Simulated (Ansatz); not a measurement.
The relaxed structure here is a generated cell of AlPt: the first start was made by a random draw of sites in a space group, and the end was not matched to a known phase here, so it may be hypothetical.

One starting cell of AlPt (a randomly generated symmetric cell of AlPt (space group No. 191)) was relaxed twice with Ansatz (plane waves, PAW, scalar-relativistic): with PBEsol at 420 eV and with PBE at 420 eV. The PBEsol result:

```xyz
4
Lattice="4.1345 0.0000 0.0000 -2.0673 3.5806 0.0000 0.0000 0.0000 5.1394" Properties=species:S:1:pos:R:3 pbc="T T T"
Al     0.0000     2.3871     2.5697
Al     2.0673     1.1935     2.5697
Pt     0.0000     0.0000     1.2556
Pt     0.0000     0.0000     3.8837
```

```
quantity                          PBEsol     PBE
--------------------------------  ------  ------
space group                       P6/mmm  P6/mmm
volume (Å³/atom)                   19.02       ?
a (Å)                              4.135       ?
c (Å)                              5.139       ?
gap (eV, no spin-orbit coupling)    0.00       ?
```

Question: Fill in the PBE column.

Answer: 
- volume (Å³/atom), PBE: 19.68
- a (Å), PBE: 4.177
- c (Å), PBE: 5.209
- gap (eV, no spin-orbit coupling), PBE: 0.00

Both levels end in the same structure; PBE's volume is 3.5 % larger. Neither column is exact.

No spin polarisation in the result.

The run could not lose the symmetry of its start, so the end can be a saddle point.

Ansatz is a quantum-chemistry and plane-wave program.
